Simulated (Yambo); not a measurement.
RPA spectrum of RbH (rock salt, space group Fm-3m, No. 225) on PBEsol bands in Yambo (14×14×14 mesh, 36 bands, 4 Ry local-field block, 0.2 eV broadening; field along x). CGrdSpXd merges neighbouring transition energies to save time; the report line [X-CG] gives the poles kept by one of the 4 MPI tasks, and where the merging fails may depend on that split.

| CGrdSpXd asked (%) | share reached (%) | poles used (one task) | static ε | largest change of Im ε (% of its maximum) | rough time |
|---|---|---|---|---|---|
| 100 | 100 | 4591 | 2.66 | 0.0 | 1 |
| 70 | 69 | 3213 | 2.66 | 0.1 | within a factor of two |
| 30 | 29 | 1363 | 2.66 | 0.8 | within a factor of two |
| 15 | 5 | 262 | 2.68 | 12 | within a factor of two |
| 5 | 5 | 262 | 2.68 | 12 | within a factor of two |

All runs end normally. In the runs at 15 %, 5 % few poles are left or the spectrum changes by over a quarter of its peak, and no warning says so. Times are rough ratios from shared machines. The k mesh wasn't tested; the rows compare only with each other.

Geometry of the Materials Project entry, not relaxed at this level; primitive cell a = 4.248 Å, b = 4.248 Å, c = 4.248 Å, α = 60.00°, β = 60.00°, γ = 60.00°.
